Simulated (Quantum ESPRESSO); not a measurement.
## Calculated data, Al3ZnN3O (made-up cell)

Computed with Quantum ESPRESSO 7.5. Calculation on a made-up crystal cell, not a measurement: periodic Kohn-Sham density functional theory in plane waves with PseudoDojo standard norm-conserving scalar-relativistic pseudopotentials, each functional with its own files (v0.5 for PBE, v0.4.1 for LDA and PBEsol), no spin polarisation, no spin-orbit coupling, atoms not relaxed, stress positive in tension, energies less a fixed whole-eV offset for each atom's element; levels are Kohn-Sham levels at fractions of this cell's reciprocal vectors, counted from the reference band (half the neutral cell's valence electrons, rounded up) at Gamma; error bars cover cutoff and k-mesh only, not smearing or the files; added strain carries the atoms with the cell, and shear is the tensor component; each bar is the largest change over components, and at least 0.002 eV, 0.002 eV per angstrom or 0.02 GPa; energies are for the whole cell, and the offsets were chosen from early runs and are not element reference energies.

```cif
# cell vector a (Å): 3.1283 0.0059 -0.0360
# cell vector b (Å): 0.0102 5.4813 0.0607
# cell vector c (Å): -0.0587 0.0572 5.0306
data_Al3ZnN3O
_symmetry_space_group_name_H-M 'P 1'
_symmetry_Int_Tables_number 1
_cell_length_a 3.1285
_cell_length_b 5.4816
_cell_length_c 5.0313
_cell_angle_alpha 88.715
_cell_angle_beta 91.327
_cell_angle_gamma 89.793
_cell_volume 86.24
loop_
_atom_site_label
_atom_site_type_symbol
_atom_site_fract_x
_atom_site_fract_y
_atom_site_fract_z
_atom_site_occupancy
Al1 Al 0.96774 0.00936 0.00482 1
Zn1 Zn 0.55890 0.49764 0.98796 1
Al2 Al 0.47927 0.18380 0.49173 1
Al3 Al 0.02788 0.67781 0.52003 1
N1 N 0.06265 0.99575 0.36191 1
N2 N 0.46547 0.50745 0.37345 1
N3 N 0.50670 0.17441 0.90619 1
O1 O 0.98130 0.68823 0.86589 1
_calc_lattice_type 'wurtzite'
_calc_functional 'pbe'
_calc_cutoff 1143  # eV
_calc_fermi_dirac_smearing 0.025  # eV
_calc_scf_tolerance 1e-07  # eV
_calc_electrons_removed 0
_calc_k_mesh '6 x 4 x 4, shifted by half a step'
_calc_stress_zz ?
_calc_pressure ?
```

Atoms:
```tsv
atoms element	atom site	atom energy offset (eV)
Al	1	-64
Zn	2	-5687
Al	3	-64
Al	4	-64
N	5	-283
N	6	-283
N	7	-283
O	8	-452
```

**Q.** Al3ZnN3O (made-up cell): stress zz?
**A.** -7.532 GPa

**Q.** Al3ZnN3O (made-up cell): pressure?
**A.** 9.129 GPa

Further results for Al3ZnN3O (made-up cell):

- free energy less offsets: -1.805 eV
- smearing term minus ts: 0 eV
- scf iterations: 12
- stress xx: -8.71 GPa
- stress yy: -11.14 GPa
- stress yz: 2.82 GPa
- stress xz: -0.5623 GPa
- stress xy: -0.747 GPa
- reference band: 25
- error bar energy: 0.002 eV
- error bar stress: 0.02 GPa
- error bar force: 0.002 eV/Å
- error bar next band up: 0.002 eV
- error bars from: tighter rerun of this cell

Forces:
```tsv
site	x (eV/Å)	y (eV/Å)	z (eV/Å)
1	2.564	-0.2572	-0.2236
2	-1.741	-0.252	1.889
3	1.889	0.01047	0.8069
4	-1.31	-0.1042	-2.989
5	-2.542	-0.4918	1.949
6	1.696	0.5093	2.116
7	-2.253	-2.043	-3.342
8	1.697	2.628	-0.2049
```

Levels:
```tsv
level k point	next band up (eV)
Gamma	2.534
(1/2,1/2,1/2)	4.344
(0.15,0,0)	3.408
(0,0.15,0)	2.885
(0,0,0.15)	2.971
```
